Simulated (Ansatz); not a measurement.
Values for one crystal, relaxed and computed with the program Ansatz at the PBEsol level (PAW); other levels are named.

| Quantity | Result |
|---|---|
| Volume per atom | 16.83 Å³ |
| Electronic character | metallic (no gap) |
| Young's modulus | 149 GPa |
| Hill bulk and shear moduli | 130 and 56.9 GPa |
| Elastic constants (relaxed ions, GPa) | C11 = 196, C12 = 105, C13 = 90.2, C33 = 204, C44 = 69.8 |
| Formation energy from the elements (no fitted shifts) | -0.31 eV/atom |
| Highest zone-centre frequency | 266 cm⁻¹ |

Task: Which of these materials gives this?
A. VSi2, P6_222 (V on 3d, Si on 6j)
B. NiSb, NiAs type
C. LaSb, rock salt
D. Cu3N, Pm-3m (N on 1a, Cu on 3d)

Result: B, NiSb, NiAs type

Space group P6_3/mmc (NiAs type). Symmetry was held in the PBEsol relaxation; of distortions, only those at the zone centre were tested. The run is not spin-polarised. As this level gives no gap, shear constants depend on the k-mesh and smearing (Fermi–Dirac, 0.1 eV here). As this level gives no gap, phonon frequencies hold no LO–TO term and depend on the k-mesh and smearing (Fermi–Dirac, 0.1 eV here). On the denser mesh and wider smearing of the elastic run this cell carries a stress of 0.3 GPa. The references are the lowest solids computed at this level, not always the standard phases. Scalar-relativistic: spin–orbit coupling is off unless named, which matters more the heavier the elements.

Potentials: the later of the program's two PAW sets.
